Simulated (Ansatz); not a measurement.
Tl (hcp (Mg type), P6_3/mmc), a = 3.385 Å, b = 3.385 Å, c = 5.488 Å, α = 90.00°, β = 90.00°, γ = 120.00°.

Relaxed with plane-wave PAW LDA (Ansatz code). Indices refer to the conventional cell of P6_3/mmc, a = b = 3.3854 Å, c = 5.4882 Å, α = β = 90.00°, γ = 120.00°.

Task: Simulate the powder diffraction pattern (Cu Kα, λ = 1.54184 Å; lines above 1 %) up to 2θ = 90°.

Result: Simulated powder pattern, Cu Kα, λ = 1.54184 Å (kinematic, ideal powder, no thermal factors, no anomalous dispersion; the 30 strongest lines at most, above 1 %, up to 2θ = 90°):

```tsv
2θ (°)	d (Å)	I/Imax (%)	hkl
30.49	2.932	23	(1 0 -1 0)
32.63	2.744	26	(0002)
34.69	2.586	100	(1 0 -1 1)
45.26	2.003	16	(1 0 -1 2)
54.19	1.693	19	(1 1 -2 0)
59.57	1.552	22	(1 0 -1 3)
63.46	1.466	3.0	(2 0 -2 0)
64.70	1.441	23	(1 1 -2 2)
65.96	1.416	16	(2 0 -2 1)
68.37	1.372	3.2	(0004)
73.20	1.293	4.0	(2 0 -2 2)
76.68	1.243	3.6	(1 0 -1 4)
84.74	1.144	8.5	(2 0 -2 3)
88.16	1.108	2.6	(2 1 -3 0)
```

Symmetry was held in the LDA relaxation. Axis ratios of metals converge slowly with the k-mesh, so a and c are less sure than the volume. Spin–orbit coupling is left out wherever it is not named.

Potentials: the later of the program's two PAW sets.
